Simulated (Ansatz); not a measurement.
Ta₅Ge₃:
```yaml
crystal:
  lattice:
    - [-3.31374, 3.31374, 6.01157]
    - [3.31374, -3.31374, 6.01157]
    - [3.31374, 3.31374, -6.01157]
  atoms:
    - { symbol: Ta, position: [0.00709, 0.18520, 0.50000] }
    - { symbol: Ta, position: [0.99291, 0.81480, 0.50000] }
    - { symbol: Ta, position: [0.18520, 0.68520, 0.17810] }
    - { symbol: Ta, position: [0.81480, 0.31480, 0.82190] }
    - { symbol: Ta, position: [0.68520, 0.50709, 0.50000] }
    - { symbol: Ta, position: [0.31480, 0.49291, 0.50000] }
    - { symbol: Ta, position: [0.50709, 0.00709, 0.82190] }
    - { symbol: Ta, position: [0.49291, 0.99291, 0.17810] }
    - { symbol: Ta, position: [0.50000, 0.50000, 0.00000] }
    - { symbol: Ta, position: [0.00000, 0.00000, 0.00000] }
    - { symbol: Ge, position: [0.13589, 0.63589, 0.77177] }
    - { symbol: Ge, position: [0.86411, 0.36411, 0.22823] }
    - { symbol: Ge, position: [0.63589, 0.86411, 0.50000] }
    - { symbol: Ge, position: [0.36411, 0.13589, 0.50000] }
    - { symbol: Ge, position: [0.75000, 0.75000, 0.00000] }
    - { symbol: Ge, position: [0.25000, 0.25000, 0.00000] }
```

Relaxed with r²SCAN.

Q: Map the valence electron density (e/Å³), cut off at 3 on the plane through (0.500, 0.500, 0.000) spanned by u = [1, 0, 1] and v = [0, 1, 1] in lattice vectors, from r²SCAN (plane waves, PAW; program Ansatz).

A: x is the fraction of u, y of v (the angle between them is 90°; rows are the nearest grid lines); atoms in the plane: Ta at (0.00, 0.00), Ta at (0.50, 0.50), Ge at (0.64, 0.14), Ge at (0.36, 0.86), Ge at (0.14, 0.36), Ge at (0.86, 0.64).
```
|@@@@+.    ....      ....    .+@@@@|
|@@@@=.   .:---..            .=@@@@|
|@@#-.  ..=@@@@@=.            .-#@@|
|+=:.   .:*@@@@@*.             .:=+|
|        .=@@@@@=.                 |
|        .:+@@@+:.           ...   |
|          .....          .:=**=:. |
|.                       ..+@@@@+:.|
|.                       .-@@@@@@-.|
|.            .-*##*-.   .-@@@@@@-.|
|            .-#@@@@#-.  .:+@@@@+. |
|            :#@@@@@@#:    ......  |
|  ......    :#@@@@@@#:            |
| .+@@@@+:.  .-#@@@@#-.            |
|.-@@@@@@-.   .-*##*-.            .|
|.-@@@@@@-.                       .|
|.:+@@@@+..                       .|
| .:=**=:.          .....          |
|   ...           .:+@@@+:.        |
|                 .=@@@@@=.        |
|+=:.             .*@@@@@*:.   .:=+|
|@@#-.            .=@@@@@=..  .-#@@|
|@@@@=.            ..---:.   .=@@@@|
|@@@@+.    ....      ....    .+@@@@|
```
Scale: ten equal steps from 0.168 (start of ' ') to 3.00 (end of '@'), in the order ' .:-=+*#%@'; x runs from 0.000 to 1.00, y from 0.000 (bottom) to 1.00 (top).

The density is the valence pseudo-density with augmentation charge, so density and ELF within about 1 Å of a nucleus are not all-electron values.

Space group I4/mcm. The first step of the workflow began from a Materials Project structure, measured or hypothetical; the Crystallography Open Database copy checked does not list it. Its standing as an ambient phase is unchecked. Symmetry was held in the r²SCAN relaxation; its stability against distortions is not shown here. The run is not spin-polarised. Spin–orbit coupling is left out wherever it is not named.

Potentials: the later of the program's two PAW sets.
